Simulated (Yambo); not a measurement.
G0W0@PBEsol for LiBr (rock salt, space group Fm-3m, No. 225) in Yambo. Reference settings: 4×4×4 Γ-centred k mesh, bands 2 to 147 and a 14 Ry block in the screening, 147 bands in G with the Bruneval-Gonze terminator, plasmon pole fitted at 27.2 eV. The PBEsol gap Γ → Γ on this mesh is 4.99 eV; G0W0 gaps are taken between the same points.

The settings were changed. The gap went from 7.42 eV to 7.23 eV, and the shift of the valence edge from -1.70 eV to -1.46 eV.

Problem. Which change was made?
(A) 6 Ry block
(B) 11 Ry block
(C) 90 bands in G, no terminator
(D) no terminator

Solution. A, 6 Ry block. The others gave (gap, valence shift): no terminator: 7.40, -1.65 eV; 11 Ry block: 7.39, -1.66 eV; 90 bands in G, no terminator: 7.36, -1.58 eV.

Spin-orbit coupling is not included.

Geometry relaxed with PBEsol; primitive cell a = b = c = 3.8252 Å, α = β = γ = 60.00°.

A shift is the quasiparticle energy of the state minus its PBEsol energy.
